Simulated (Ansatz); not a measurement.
Hf2S in space group P6_3/mmc (No. 194; Hf on 4f, S on 2b) under volume change, r²SCAN (plane waves, PAW; program Ansatz), shape and atoms relaxed at each volume.

```json
[
 {"V (Å³/atom)": "17.632", "E − E(relaxed) (meV/atom)": "79.1", "P (GPa)": "15.67"},
 {"V (Å³/atom)": "18.213", "E − E(relaxed) (meV/atom)": "33.4", "P (GPa)": "9.67"},
 {"V (Å³/atom)": "18.794", "E − E(relaxed) (meV/atom)": "7.9", "P (GPa)": "4.48"},
 {"V (Å³/atom)": "19.376", "E − E(relaxed) (meV/atom)": "0.0", "P (GPa)": "0.00"},
 {"V (Å³/atom)": "19.957", "E − E(relaxed) (meV/atom)": "7.2", "P (GPa)": "-3.86"},
 {"V (Å³/atom)": "20.538", "E − E(relaxed) (meV/atom)": "27.3", "P (GPa)": "-7.17"},
 {"V (Å³/atom)": "21.119", "E − E(relaxed) (meV/atom)": "58.6", "P (GPa)": "-10.01"}
]
```

Q: What does a third-order Birch–Murnaghan fit give for V₀, B₀ and B′?

A: V₀ = 19.38 Å³/atom, B₀ = 138 GPa, B′ = 3.9.

The workflow started from a Materials Project entry (that database holds measured and hypothetical structures alike); the Crystallography Open Database copy checked does not list it. Whether it is the stable phase at ambient conditions was not checked. The r²SCAN relaxation kept the symmetry of its start; whether a distortion lowers the energy is not shown. The run is not spin-polarised. Scalar-relativistic: spin–orbit coupling is off unless named, which matters more the heavier the elements.

Potentials: the later of the program's two PAW sets.
